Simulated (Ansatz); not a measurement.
HfC:
```xyz
2
Lattice="0.0000 2.3257 2.3257 2.3257 0.0000 2.3257 2.3257 2.3257 0.0000" Properties=species:S:1:pos:R:3 pbc="T T T"
Hf     0.0000     0.0000     0.0000
C      2.3257     2.3257     2.3257
```

Relaxed with PBE. Special points in fractions of this cell's reciprocal vectors: Γ (0.000, 0.000, 0.000); X (0.500, 0.000, 0.500); U (0.625, 0.250, 0.625); K (0.375, 0.375, 0.750); L (0.500, 0.500, 0.500); W (0.500, 0.250, 0.750).

### Question
List the band energies nearest the Fermi level at these points for DFT-PBE with spin–orbit coupling in the program Ansatz with PAW potentials.

### Answer
In eV from the Fermi level; about four levels below and three above (degenerate sets whole), none deeper than 8.9 eV; points with the same levels are listed once.

```tsv
k	below	above
Γ	–	0.79 0.79 0.97 0.97 0.97 0.97
X	-0.36 -0.36 -0.01 -0.01	5.14 5.14 6.38 6.38
U	-2.88 -2.88 -1.75 -1.75	1.45 1.45 5.57 5.57
L	-3.19 -3.19 -3.10 -3.10	5.11 5.11 5.12 5.12
W	-3.12 -3.12 -2.60 -2.60	3.50 3.50 3.56 3.56
```

Space group Fm-3m (rock salt). Symmetry was held in the PBE relaxation. The run is not spin-polarised.

Potentials: the earlier of the program's two PAW sets.
